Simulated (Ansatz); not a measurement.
Relaxed candidate structures of Y₂Ge:

A. P-3 (No. 147), hP9; a = 7.988 Å, b = 7.988 Å, c = 4.266 Å, α = 90.00°, β = 90.00°, γ = 120.00°; Ge 1a (0.000, 0.000, 0.000); Ge 2d (0.333, 0.667, 0.243); Y 6g (0.379, 0.303, 0.252)

B. Fddd, origin choice 1 (No. 70), oF24, AFLOW prototype A2B_oF24_70_e_a (C54, as in TiSi2); a = 5.6565 Å, b = 9.4218 Å, c = 11.0110 Å, α = β = γ = 90.00°; Y 16f (0.000, 0.319, 0.000); Ge 8a (0.000, 0.000, 0.000)

C. Pn-3m, origin choice 1 (No. 224), cP6, AFLOW prototype A2B_cP6_224_b_a (C3, as in Cu2O); a = b = c = 6.1605 Å, α = β = γ = 90.00°; Ge 2a (0.000, 0.000, 0.000); Y 4c (0.750, 0.750, 0.750)

D. P6₃/mmc (No. 194), hP12; a = 9.708 Å, b = 9.708 Å, c = 7.886 Å, α = 90.00°, β = 90.00°, γ = 120.00°; Ge 4f (0.667, 0.333, 0.098); Y 2c (0.333, 0.667, 0.250); Y 6g (0.500, 0.500, 0.500)

E. P6/mmm (No. 191), hP3; a = 5.0795 Å, b = 5.0795 Å, c = 3.1376 Å, α = 90.00°, β = 90.00°, γ = 120.00°; Ge 1b (0.000, 0.000, 0.500); Y 2c (0.333, 0.667, 0.000)

Task: Order them by energy per atom (lowest first) at the level r2SCAN (plane waves to 500 eV, PAW, scalar-relativistic; Ansatz, an electronic-structure program).

Result: A (reference), B (+0.21 eV/atom), E (+0.78 eV/atom), C (+0.97 eV/atom), D (+1.15 eV/atom)

The lowest structure calculated, P4/nmm, tP6, is not among these; it lies 0.04 eV/atom below the lowest of them. Each run could gain symmetry but not lose that of its start, so entries can be saddle points. All of these are generated cells (placed on structure types, drawn at random, substituted or restacked) that were not matched to a known phase here. The real structure of this composition may not be among these, and whether this composition forms is not checked here. Energies are at zero temperature and pressure, without zero-point motion. No spin polarisation in the result.
